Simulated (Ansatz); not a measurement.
# Relaxing a structure of ZnSnN2

The start is a relaxed ZnSnN2 cell, doubled along one cell vector, shaken by Gaussian noise of σ = 0.08 Å a coordinate. The cell and all atomic positions are relaxed at zero pressure with r2SCAN (plane waves to 500 eV, PAW, scalar-relativistic; Ansatz, a first-principles code). The first steps use a coarse 6×6×3 k-mesh.

The start:
```yaml
crystal:
  lattice:
    - [4.04419, 0.00000, 0.00000]
    - [0.00000, 4.04419, 0.00000]
    - [0.00000, 0.00000, 7.33067]
  atoms:
    - { symbol: N, position: [0.51916, 0.97765, 0.10147] }
    - { symbol: N, position: [0.52716, 0.97189, 0.58329] }
    - { symbol: N, position: [0.98209, 0.51807, 0.09929] }
    - { symbol: N, position: [0.00686, 0.48680, 0.59611] }
    - { symbol: Sn, position: [0.52483, 0.47462, 0.00647] }
    - { symbol: Sn, position: [0.48131, 0.48147, 0.48016] }
    - { symbol: Zn, position: [0.00375, 0.96674, 0.13376] }
    - { symbol: Zn, position: [0.04251, 0.00548, 0.65178] }
```

Problem. Which atoms feel the largest initial force, and how large is it?

Solution. About 3.9 eV/Å, on N3 (atoms numbered as listed).

Problem. By how much does the energy per atom fall from start to end?

Solution. 0.58 eV/atom.

Problem. Does it find its way back to the structure it was made from?

Solution. It does not go back: it reaches P-6m2 (No. 187), 0.48 eV/atom below the parent.

Problem. How do the shortest distances between atoms change?

Solution. The closest pairs of elements (up to four, under 3.6 Å), start → end: N–Zn 1.83 → 2.10 Å; N–Sn 1.98 → 2.10 Å; N–N 2.64 → 3.07 Å; Sn–Zn 2.90 → 3.07 Å.

Problem. What band gap does the relaxed structure have at this level?

Solution. Zero (metallic).

Problem. Write out the relaxed structure.

Solution. 
Space group P-6m2 (No. 187); a = b = 3.6329 Å, c = 4.4740 Å, α = β = 90.00°, γ = 120.00°

```
atom  site  symmetry       x       y       z
----  ----  --------  ------  ------  ------
N       1c      -6m2  0.3333  0.6667  0.0000
N       1b      -6m2  0.0000  0.0000  0.5000
Sn      1a      -6m2  0.0000  0.0000  0.0000
Zn      1d      -6m2  0.3333  0.6667  0.5000
```

Final values are on a 15×15×11 k-mesh of the relaxed cell. No spin polarisation in the result.

The relaxed structure here is a generated cell of ZnSnN2: the first start was made by a random draw of sites in a space group, and the end was not matched to a known phase here, so it may be hypothetical.
